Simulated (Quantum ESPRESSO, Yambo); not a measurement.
BaTiO3 (space group Amm2, No. 38): static response along x against the Γ-centred k mesh (Yambo on LDA (pw.x of Quantum ESPRESSO, ONCV potentials, scalar-relativistic) bands; 57 bands, 3 Ry block). The smallest direct LDA gap is 2.52 eV. Axes are Cartesian, with cell vectors (Å) (3.98, 0.00, 0.00), (0.00, 2.86, 2.88), (0.00, -2.86, 2.88).

```json
[
 {"k mesh": "4×4×4", "ε(0), independent particles": "6.32", "ε(0), RPA with local fields": "6.08", "rough Yambo cost": "about 1/4"},
 {"k mesh": "6×6×6", "ε(0), independent particles": "6.41", "ε(0), RPA with local fields": "6.17", "rough Yambo cost": "within a factor of two"},
 {"k mesh": "8×8×8", "ε(0), independent particles": "6.44", "ε(0), RPA with local fields": "6.20", "rough Yambo cost": "1"}
]
```

The last step changes the RPA value by 0.5 %. Electronic response only; costs are rough.

Geometry of the Materials Project entry, not relaxed at this level; primitive cell a = 3.9833 Å, b = 4.0573 Å, c = 4.0573 Å, α = 89.75°, β = 90.00°, γ = 90.00°.

This is not the ordinary phase of the substance.
